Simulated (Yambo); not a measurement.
AlN (wurtzite, space group P6_3mc, No. 186), G0W0@LDA (Yambo, plasmon pole, terminator in G, 6×6×4 mesh): gap Γ → Γ in eV by bands and screening block.

```tsv
bands (W and G)	2 Ry	3 Ry	5 Ry	6 Ry	8 Ry
18	5.95	6.05	?	6.16	?
28	5.71	5.83	5.88	5.99	6.09
42	5.64	5.75	?	5.93	6.05
59	5.62	5.72	5.80	5.91	6.04
77	5.61	5.70	5.79	5.91	6.05
```

Problem. Estimate the withheld gaps from their neighbours; the computed values follow.

Solution. 
- 18, 5 Ry: 6.08
- 18, 8 Ry: 6.23
- 42, 5 Ry: 5.82

The largest settings aren't shown to be the converged limit.

Geometry relaxed with LDA; primitive cell a = b = 3.082 Å, c = 4.933 Å, α = β = 90.00°, γ = 120.00°.
